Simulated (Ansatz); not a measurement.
A structure of SnO2 relaxed with PBEsol (plane waves to 420 eV, PAW, scalar-relativistic; Ansatz, a program for electronic structure); single points at other levels follow on the same geometry (Ansatz, PAW; PBEsol+SOC at 420 eV on a 7×7×10 k-mesh; spin-orbit coupling only where +SOC is written). Space group P4₂/mnm (No. 136).

```cif
data_O4Sn2
_chemical_formula_sum 'Sn2 O4'
_space_group_name_H-M_alt 'P42/mnm'
_space_group_IT_number 136
_space_group_name_Hall '-P 4n 2n'
_cell_length_a 4.76847
_cell_length_b 4.76847
_cell_length_c 3.21136
_cell_angle_alpha 90.000
_cell_angle_beta 90.000
_cell_angle_gamma 90.000
loop_
_atom_site_label
_atom_site_type_symbol
_atom_site_symmetry_multiplicity
_atom_site_Wyckoff_symbol
_atom_site_fract_x
_atom_site_fract_y
_atom_site_fract_z
_atom_site_occupancy
Sn1 Sn 2 a 0.00000 0.00000 0.00000 1
O1 O 4 g 0.19370 0.19370 0.50000 1
```

```tsv
level	gap (eV)	kind	conduction minimum
PBEsol	0.92	direct	Γ
PBEsol+SOC	(withheld)	(withheld)	(withheld)
```

Problem. Some entries are withheld; supply them.

Solution. 
- PBEsol+SOC, gap (eV): 0.93
- PBEsol+SOC, kind: direct
- PBEsol+SOC, conduction minimum: Γ

The shift from spin-orbit coupling is approximate. No spin polarisation in the result.

Measured for SnO2: a 4.73735 Å (room temperature; as listed in Zenji Hiroi, Progress in Solid State Chemistry (2015)); c 3.1864 Å (room temperature; as listed in Zenji Hiroi, Progress in Solid State Chemistry (2015)); gap 3.6 eV (0 K or low temperature; as listed in Wei Chen et al., Physical Review Materials (2018)). Computed minus measured — a: PBEsol +0.7 %; c: PBEsol +0.8 %; gap: PBEsol -2.68 eV, PBEsol, with spin-orbit coupling -2.67 eV. The computed values are for a static lattice, and a measured gap can be an optical one, lowered by exciton binding.

It was reached from a disturbed copy of a P4₂/mnm (No. 136) cell (rutile type), against which it lies under 1 meV/atom.
